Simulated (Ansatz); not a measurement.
V3Sb (A15 (Cr3Si type), Pm-3n), r²SCAN (plane waves, PAW; program Ansatz), all energies at zero smearing, with the estimated change up to a 700 eV cutoff added, with one set of potentials and settings (totals compare only within such a set). Cell of 8 atoms (2 Sb, 6 V): -30502.879 eV.

| element | reference phase | E (eV/atom) |
|---|---|---|
| Sb | R-3m, 2 atoms in the cell | -6499.1272 |
| V | Im-3m, 1 atoms in the cell | -2917.0669 |

Formation energy per atom, worked out: (-30502.879 − 2×(-6499.1272) − 6×(-2917.0669))/8 = -0.278 eV/atom (-27 kJ per mol of atoms), at 0 K, without zero-point energy or fitted corrections.

The workflow started from an entry of the Crystallography Open Database (COD). Whether it is the stable phase at ambient conditions was not checked. The cell was relaxed with r²SCAN under the symmetry of its start; its stability against distortions is not shown here. The workflow began spin-polarised and lost its moments. The references are the lowest solids computed at this level, not always the standard phases. Spin–orbit coupling is left out wherever it is not named.

Potentials: the later of the program's two PAW sets.
